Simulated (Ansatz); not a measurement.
## Two-dimensional strain map in CuAu

Method: Ansatz 0.2.0, DFT PBE, scalar-relativistic, plane waves, PAW. Settings: plane waves to 420 eV, k-mesh 18×18×14 (Γ-centred), Gaussian smearing 0.15 eV. Spin–orbit coupling is left out, which can shift energies with elements as heavy as these. No spin polarisation. Energies are free energies at this smearing, counted from the undisturbed cell; pressure is positive in compression.

The starting cell (as given, not relaxed at this level; it stands at 6.8 GPa, and it needn't be the usual structure):

```yaml
crystal:
  lattice:
    - [2.80000, 0.00000, 0.00000]
    - [0.00000, 2.80000, 0.00000]
    - [0.00000, 0.00000, 3.67000]
  atoms:
    - { symbol: Cu, position: [0.50000, 0.50000, 0.50000] }
    - { symbol: Au, position: [0.00000, 0.00000, 0.00000] }
```

The cell is strained by p along both x and y and by q along z, fractional coordinates fixed. Points are written (p, q).

Energy above the undisturbed cell in meV/atom (a dash: not computed):

```
 p \ q  -0.030  -0.015  0.000  0.015  0.030
-0.030   126.0    96.0   71.4   52.0   37.2
-0.015    65.7    44.0   27.0   14.4    5.9
 0.000    24.2    10.0    0.0   -6.2   -8.9
 0.015    -1.0    -8.4  -12.2  -12.6  -10.0
 0.030   -11.9   -13.4  -11.7   -6.9    0.5
```

Pressure in GPa:

```
 p \ q  -0.030  -0.015  0.000  0.015  0.030
-0.030    27.2    23.2   19.6   16.3   13.3
-0.015    19.2    15.8   12.6    9.7    7.2
 0.000    12.4     9.5    6.8    4.3    2.0
 0.015     6.7     4.2    1.8   -0.3   -2.2
 0.030     1.9    -0.3   -2.3   -4.1   -5.7
```